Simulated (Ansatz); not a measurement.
Task: Name crystals whose computed values (plane-wave PAW LDA (Ansatz code)) fall in these windows: Θ_D (K) 430 to 560; G_Hill (GPa) 57 to 74; electron conductivity mass (mₑ) 0.49 to 0.63.

Result: 

```tsv
crystal	Θ_D (K)	G_Hill (GPa)	electron conductivity mass (mₑ)
YOF, P4/nmm (Y on 2c, O on 2b, F on 2a)	486	62.5	0.54
SrO, rock salt	453	64.0	0.49
```
Others may fit too.

Standing as an ambient phase not checked: YOF, P4/nmm (Y on 2c, O on 2b, F on 2a). All cells were relaxed under the symmetry of their starts (and spin orders); stability against distortions was not tested throughout. Rows with no word on spin ran without spin polarisation. Spin–orbit coupling is left out wherever it is not named.

Potentials: the later of the program's two PAW sets.
